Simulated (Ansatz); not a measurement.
Relaxed CoSi₂ (fluorite type, space group Fm-3m):

```
CELL_PARAMETERS angstrom
      0.00000     5.35966     5.35966
      2.67983     0.00000     2.67983
      2.67983     2.67983     0.00000
ATOMIC_POSITIONS crystal
  Co 0.00000 0.00000 0.00000
  Co 0.50000 0.00000 0.00000
  Si 0.12500 0.25000 0.25000
  Si 0.62500 0.25000 0.25000
  Si 0.37500 0.75000 0.75000
  Si 0.87500 0.75000 0.75000
```

The numbers are results of PBE (plane waves to 420 eV, PAW, scalar-relativistic; Ansatz, an electronic-structure program), not measurements. k mesh 6×12×12 (Γ-centred), Fermi-Dirac smearing 0.05 eV. With partly filled bands, energies and forces of such displacements shift with the k mesh and the smearing. CoSi2 is run without spin polarisation. CoSi2 was relaxed with its symmetry unable to fall.

One atom of the cell was then moved (with its periodic images), all else fixed, and the forces (eV/Å) came out as:

```tsv
atom	Fx	Fy	Fz
Co1	0.699	-0.876	-0.876
Co2	1.530	0.885	0.885
Si3	2.254	0.017	0.017
Si4	0.249	-0.001	-0.001
Si5	-5.160	0.152	0.152
Si6	0.428	-0.177	-0.177
```

### Question
Which atom was moved, and by which vector (Å)?

### Answer
Si5, by (0.46, 0.00, 0.00), 0.46 Å in all.

(A displaced cell: forces are minus the slopes of the energy, force constants its curvatures, and phonons follow from these.)
